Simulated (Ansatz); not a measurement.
## Run record: elastic constants by finite strains of YZn (Pm-3m)

Computed with r²SCAN, PAW on Ansatz 0.2.0's default frozen-core files (fitted under PBE), scalar-relativistic; not a measurement.

Cell and atoms were relaxed beforehand by PAW with this functional.

Launched as:

```sh
ansatz run input.yaml --threads 1 --pin off --max-ram 2560MiB --backend cpu --events-out ev --progress --plain --runs-dir out
```

Input file:

```yaml
crystal:
  lattice:
    - [3.56459282222, 0.0, 0.0]
    - [0.0, 3.56459282222, 0.0]
    - [0.0, 0.0, 3.56459282222]
  atoms:
    - { symbol: "Y", position: [0.0, 0.0, 0.0] }
    - { symbol: Zn, position: [0.5, 0.5, 0.5] }
kpoints:
  mp_grid: { grid: [12, 12, 12] }
scf:
  occupations: { method: fermi_dirac, width: 0.1 }
hamiltonian:
  xc: r2scan
  pseudopotentials: { kind: paw }
elastic:
  mode: relaxed_ion
  stencil: two_point
  amplitude: 0.008
```

Output (shortened where marked):

```
Warning: RAYON_NUM_THREADS=1 ignored (pool sized by the plan → 1); use --threads N
Engine: ansatz 0.2.0, x86_64-unknown-linux-gnu
Pseudopotentials: kind: paw
Pseudopotential: Y, paw, valence charge 11, recommended cutoff 500 eV (meta_gga), Y.paw.azcp
Pseudopotential: Zn, paw, valence charge 12, recommended cutoff 500 eV (meta_gga), Zn.paw.azcp
Functional definition: r2SCAN
  parameter k0 = 0.174
  parameter k1 = 0.065
  parameter a1 = 4.9479
  exchange = r2scan_x(k0 = k0, k1 = k1, a1 = a1)
  correlation = r2scan_c
Crystal: 2 atoms, lattice volume = 45.293 Å³
Basis set: ecut = 500 eV, 1189 PW (Γ), exchange–correlation on 108×108×108 points (64 copies of the dense FFT grid, shifted against one another)
Bands: 16, of which v1, the nominal top of the filled ones, is band 12 counted from 1 (11 counted from 0)
Symmetry: 48 space group operations
Space group: Pm-3m (ITA 221), of the structure as read, at distance tolerance 3.6e-5 Å
k-points: 84 of 1728
Non-local potential: Y, projectors of the file, l = 0: 3, l = 1: 2, l = 2: 2, l = 3: 1
Non-local potential: Zn, projectors of the file, l = 0: 2, l = 1: 2, l = 2: 3, l = 3: 1
PAW form: soft (Blöchl's): semilocal exchange-correlation on the pseudo side does not see the compensation charge
PAW frozen core: Y, regenerated for the run's functional (the file was generated under x = pbe(κ = 0.804, μ = 0.2195149727645171), c = pbe(β = 0.06672455060314922))
PAW frozen core: Zn, regenerated for the run's functional (the file was generated under x = pbe(κ = 0.804, μ = 0.2195149727645171), c = pbe(β = 0.06672455060314922))
PAW one-centre angular grid: Y, 590 points (default); XC on 160 Gauss nodes
PAW one-centre angular grid: Zn, 590 points (default); XC on 261 of its mesh's 2673 points in the sphere
Initial density: superposition of atomic densities (neutral atoms: chi_scale 0, normalization atom), corrected by the library's trained network
Initial wavefunctions: pseudopotential atomic-orbital guess
[... 96 lines left out ...]
  E_vtau       = 15.475629  (kinetic-family band-sum trace: ∫τ·v_τ [+ j·A + Jᵃ·Aᵃ] dr)
  E_ewald      = -1946.284757
  E_core_change = -0.336572  (= ΣΔE_core)
  E_smearing   = -0.054666  (= −TS)
  E_closure    = -0.000000  (closes the sum)
  Σ components = -7186.218684   (vs F -7186.218684, Δ=0.00e0)
--- Forces (eV/Å), atoms counted from 1 ---
  atom   1  Y      0.00000000    -0.00000000    -0.00000000
  atom   2  Zn     0.00000000    -0.00000000     0.00000000
  max |Σ_I F_I| component: 1.92e-29 eV/Å
--- Stress (GPa, compression-positive) ---
        0.000020      -0.000000       0.000000
        0.000000       0.000020       0.000000
        0.000000       0.000000       0.000020
  P = ⅓ Tr σ = 0.0000 GPa (0.000 kbar)
--- Elastic constants: 2 strain directions × 2 members + reference (group order 48) ---
  dense FFT box of the reference and of every strained cell: 27×27×27
  strains applied: 11, 23; error gains: componentwise 1.00 (the most a stress slope's error grows in a printed constant), spectral 1.73 (1 for all six strains in a standard setting)
  C = ∂σ_k/∂η_j (tension-positive GPa; Voigt order 11 22 33 23 13 12):
       101.200     47.101     47.101     -0.000     -0.000     -0.000
        47.101    101.200     47.101     -0.000     -0.000     -0.000
        47.101     47.101    101.200     -0.000     -0.000     -0.000
         0.000     -0.000     -0.000     50.025      0.000      0.000
         0.000      0.000     -0.000     -0.000     50.025     -0.000
        -0.000     -0.000      0.000      0.000      0.000     50.025
  reference stress σ⁰ (GPa):     -0.000     -0.000     -0.000     -0.000     -0.000      0.000
  C* (energy form; C + prestress term) asymmetry max|C*_kj − C*_jk| = 1.421e-14 GPa — a small one proves nothing (zero by symmetry where the batch's group is 432, −43m or m−3m); a large one is finite-difference/SCF noise where ...
  moduli (Voigt/Reuss/Hill, GPa): K = 65.13/65.13/65.13   G = 40.83/37.34/39.09   E = 97.71   ν = 0.250
  mechanically stable: yes (min eigenvalue of sym C = 50.02 GPa)
  strain η (Voigt 11):  stress-route row diagonal C_11 = 101.20 GPa, energy-path curvature d²(F+E_count+ΔE)/dδ²/Ω₀ = 101.22 GPa
         δ    σ_11 (GPa)             F (eV)   n_scf  n_hpsi   n_pw
    -8.000e-3      -0.8247       -7186.2177579      10   74512   1161   relax 0 steps, max|allowed force component| 1.87e-30 eV/Å
     8.000e-3       0.7945       -7186.2177816       8   64086   1189   relax 0 steps, max|allowed force component| 1.34e-29 eV/Å
  strain η (Voigt 23):  stress-route row diagonal C_44 = 50.02 GPa, energy-path curvature d²(F+E_count+ΔE)/dδ²/Ω₀ = 50.04 GPa
         δ    σ_23 (GPa)             F (eV)   n_scf  n_hpsi   n_pw
    -8.000e-3      -0.4002       -7186.2182332      10  110818   1181   relax 0 steps, max|allowed force component| 1.97e-31 eV/Å
     8.000e-3       0.4002       -7186.2182332       8  107665   1181   relax 0 steps, max|allowed force component| 2.96e-30 eV/Å
```

The calculation finished and met its thresholds.

### Elastic constants

Elastic constants of a crystal by Kohn-Sham DFT: slopes of the stress over finite engineering strains of the given cell, Voigt indices, Cartesian axes as in the input.

```
Pressure at rest         : 0 GPa
Least elastic eigenvalue : 50.02 GPa
Elastically stable       : yes
```

```tsv
index	elastic (GPa)
11	101.2
12	47.1
44	50.02
```

Elastic moduli:

Hill averages of a grain aggregate, Debye temperature from the mean sound speed over directions.

* Bulk modulus: 65.13 GPa
* Shear modulus: 39.09 GPa
* Young modulus: 97.71 GPa
* Poisson ratio: 0.25
* Bulk over shear modulus: 1.666
* Elastic anisotropy index: 0.4681
* Least young modulus: 71.28 GPa
* Largest young modulus: 119.5 GPa
* Longitudinal sound speed: 4553 m/s
* Transverse sound speed: 2629 m/s
* Elastic debye temperature: 304.9 K
* Linear compressibility (x, y, z): 5.118, 5.118, 5.118 1/TPa
* Zener ratio: 1.849
* Cauchy pressure: -2.92 GPa

**Strained cells**

Stress of each strained cell less that at rest, tension positive.

```tsv
strain component	strain	stress xx (GPa)	stress yy (GPa)	stress zz (GPa)	stress yz (GPa)	stress xz (GPa)	stress xy (GPa)	relaxation steps
xx	-0.008	-0.8247	-0.3844	-0.3844	0	0	0	0
xx	0.008	0.7945	0.3692	0.3692	0	0	0	0
yz	-0.008	-0.0057	-0.0024	-0.0024	-0.4002	0	0	0
yz	0.008	-0.0057	-0.0024	-0.0024	0.4002	0	0	0
```

Caveats: frozen-core PAW files fitted under PBE, their cores solved anew for the functional of the run; responses of metals move with mesh and smearing.

Time and hardware: 57 s on 1 thread of Intel(R) Xeon(R) 6975P-C (Granite Rapids), with other jobs on the host, peak memory 0.67 GiB.
